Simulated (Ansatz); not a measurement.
A plane-wave DFT run in Ansatz 0.2.0 (scalar-relativistic PAW potentials unless the input names others): input and command.

```yaml
crystal:
  lattice:
    - [4.6763835402, 0.0, 0.0]
    - [-2.3381917701, 4.0498669437, 0.0]
    - [0.0, 0.0, 16.2367197583]
  atoms:
    - { symbol: Ge, position: [0.0, 0.0, 0.0] }
    - { symbol: Sb, position: [0.3333333333, 0.6666666667, 0.5440991995] }
    - { symbol: Sb, position: [0.6666666667, 0.3333333333, 0.4559008005] }
    - { symbol: Sb, position: [0.6666666667, 0.3333333333, 0.7907683463] }
    - { symbol: Sb, position: [0.3333333333, 0.6666666667, 0.2092316537] }
    - { symbol: Te, position: [0.3333333333, 0.6666666667, 0.9045184749] }
    - { symbol: Te, position: [0.6666666667, 0.3333333333, 0.0954815251] }
    - { symbol: Te, position: [0.0, 0.0, 0.6939667076] }
    - { symbol: Te, position: [0.0, 0.0, 0.3060332924] }
basis:
  ecutwfc: 420
kpoints:
  mp_grid: { grid: [1, 1, 1] }
hamiltonian:
  xc: pbe
scf:
  occupations: { method: gaussian, width: 0.03 }
  max_iter: 80
output:
  forces: true
  eigenvalues: true
  stress: true
```

```bash
ansatz run input.yaml --threads 2 --pin off --max-ram 5120MiB --backend cpu --events-out ev --progress --plain --runs-dir out
```

Abridged log:
```
Basis set: ecut = 420 eV, 5953 PW (Γ), exchange–correlation on 64×64×240 points (8 copies of the dense FFT grid, shifted against one another)
Bands: 83, of which v1, the nominal top of the filled ones, is band 69 counted from 1 (68 counted from 0)
Symmetry: 12 space group operations
k-points: 1
SCF iter   1: F=—  HF=-58130.522323 eV  |F-HF|=—  |Δ(HF+E_count)|=         —  Δρ=2.13e-2  dr2=1.04e1  ethr=1.77e-3  ⟨swp⟩=8.0  Hψ=330  notcnv=0  defer=2
SCF iter   2: F=—  HF=-58130.529413 eV  |F-HF|=—  |Δ(HF+E_count)|=   7.09e-3  Δρ=2.29e-2  dr2=3.47e1  ethr=1.77e-3  ⟨swp⟩=3.0  Hψ=129  notcnv=0  defer=5  recentre
SCF iter   3: F=—  HF=-58129.991020 eV  |F-HF|=—  |Δ(HF+E_count)|=   5.38e-1  Δρ=1.62e-2  dr2=6.90e0  ethr=1.77e-3  ⟨swp⟩=3.0  Hψ=114  notcnv=0  defer=2
SCF iter   4: F=—  HF=-58129.562069 eV  |F-HF|=—  |Δ(HF+E_count)|=   4.29e-1  Δρ=1.13e-2  dr2=1.46e0  ethr=1.77e-3  ⟨swp⟩=3.0  Hψ=96  notcnv=0  defer=1
automatic band count: iteration 4 solves 80 bands in place of 83: the levels show a gap, and the empty bands left out lie too high to hold charge; the band table lists the bands solved (type scf.n_extra_bands for more)
SCF iter   5: F=—  HF=-58129.745158 eV  |F-HF|=—  |Δ(HF+E_count)|=   1.83e-1  Δρ=1.70e-2  dr2=1.51e1  ethr=1.06e-3  ⟨swp⟩=3.0  Hψ=100  notcnv=0  defer=2  recentre
SCF iter   6: F=—  HF=-58129.416944 eV  |F-HF|=—  |Δ(HF+E_count)|=   3.28e-1  Δρ=5.25e-3  dr2=6.63e-1  ethr=1.06e-3  ⟨swp⟩=2.0  Hψ=94  notcnv=0  defer=2
SCF iter   7: F=—  HF=-58129.680135 eV  |F-HF|=—  |Δ(HF+E_count)|=   2.63e-1  Δρ=1.69e-2  dr2=1.21e1  ethr=4.81e-4  ⟨swp⟩=3.0  Hψ=106  notcnv=0  defer=2  recentre
SCF iter   8: F=—  HF=-58129.501254 eV  |F-HF|=—  |Δ(HF+E_count)|=   1.79e-1  Δρ=1.35e-2  dr2=7.58e0  ethr=4.81e-4  ⟨swp⟩=1.0  Hψ=92  notcnv=0  defer=2
   ...
SCF iter  12: F=—  HF=-58129.416072 eV  |F-HF|=—  |Δ(HF+E_count)|=   4.11e-5  Δρ=5.88e-4  dr2=1.35e-2  ethr=9.95e-6  ⟨swp⟩=1.0  Hψ=92  notcnv=0  defer=2
SCF iter  13: F=—  HF=-58129.415983 eV  |F-HF|=—  |Δ(HF+E_count)|=   8.86e-5  Δρ=2.12e-4  dr2=1.80e-3  ethr=9.76e-6  ⟨swp⟩=7.0  Hψ=161  notcnv=0  defer=2
automatic band count: iteration 13 solves 83 bands in place of 80: the levels no longer show a gap clear of their residuals, so the SCF keeps every band
SCF iter  14: F=—  HF=-58129.415986 eV  |F-HF|=—  |Δ(HF+E_count)|=   2.66e-6  Δρ=2.60e-5  dr2=1.29e-5  ethr=1.30e-6  ⟨swp⟩=1.0  Hψ=96  notcnv=0  defer=2
SCF iter  15: F=—  HF=-58129.415960 eV  |F-HF|=—  |Δ(HF+E_count)|=   2.56e-5  Δρ=2.92e-5  dr2=3.50e-5  ethr=9.34e-9  ⟨swp⟩=2.0  Hψ=111  notcnv=0  defer=2
SCF iter  16: F=—  HF=-58129.415960 eV  |F-HF|=—  |Δ(HF+E_count)|=   4.33e-8  Δρ=2.12e-5  dr2=1.64e-5  ethr=9.34e-9  ⟨swp⟩=1.0  Hψ=81  notcnv=0  defer=2
SCF iter  17: F=—  HF=-58129.415960 eV  |F-HF|=—  |Δ(HF+E_count)|=   6.78e-8  Δρ=1.34e-5  dr2=8.08e-6  ethr=9.34e-9  ⟨swp⟩=1.0  Hψ=81  notcnv=0  defer=2
SCF iter  18: F=—  HF=-58129.415960 eV  |F-HF|=—  |Δ(HF+E_count)|=   6.85e-8  Δρ=1.96e-6  dr2=1.02e-7  ethr=5.86e-9  ⟨swp⟩=1.0  Hψ=81  notcnv=0  defer=2
SCF iter  19: F=-58129.415960 eV  HF=-58129.415960 eV  |F-HF|=7.91e-8  |Δ(HF+E_count)|=   4.15e-9  Δρ=1.36e-6  dr2=8.40e-8  ethr=7.25e-11  ⟨swp⟩=17.0  Hψ=424  notcnv=0
SCF 1 converged in 19 iterations: F = -58129.415960 eV  dr2 = 8.40e-8
SCF converged after 19 iterations
Free energy (F): -58129.415960 eV
Harris-Foulkes:  -58129.415960 eV  (|F-HF|=7.91e-8)
Internal energy: -58129.389287 eV  (E = F + TS)
E sigma→0 (E₀):  -58129.402623 eV
Entropy (-TS):   -0.026673 eV (-2.964 meV/atom)
Fermi energy:    7.917177 eV
--- Forces (eV/Å), atoms counted from 1 ---
  atom   1  Ge     0.00000000     0.00000000     0.00000000
  atom   2  Sb     0.00000000     0.00000000    -1.91828537
  atom   3  Sb     0.00000000     0.00000000     1.91828537
  atom   4  Sb     0.00000000     0.00000000    -1.18745668
  atom   5  Sb     0.00000000     0.00000000     1.18745668
  atom   6  Te     0.00000000     0.00000000     0.12184514
  atom   7  Te     0.00000000     0.00000000    -0.12184514
  atom   8  Te     0.00000000     0.00000000     1.93717542
  atom   9  Te     0.00000000     0.00000000    -1.93717542
--- Stress (GPa, compression-positive) ---
       26.277948       0.000000       0.000000
        0.000000      26.277948       0.000000
        0.000000       0.000000      -6.424667
  P = ⅓ Tr σ = 15.3771 GPa (153.771 kbar)
```

Question: What is wrong with this input?

Answer: The fault is one k-point for a small cell (kpoints.mp_grid.grid: [12, 12, 2] → [1, 1, 1], the first being the value of the sound run). Setting it back cures it. The run converged all the same, with an energy at zero smearing 2.6 eV/atom above the reference's, pressure 15.38 GPa, largest force 1.937 eV/Å, gap on the mesh 0.03 eV, so convergence alone doesn't show that an input is right. A reference run from the same start on usual settings converged with pressure -3.17 GPa, largest force 0.139 eV/Å, no gap on the mesh.

Time: 2.4 s on 2 threads of Arm Neoverse V2, with other jobs on the host, peak memory 0.43 GiB.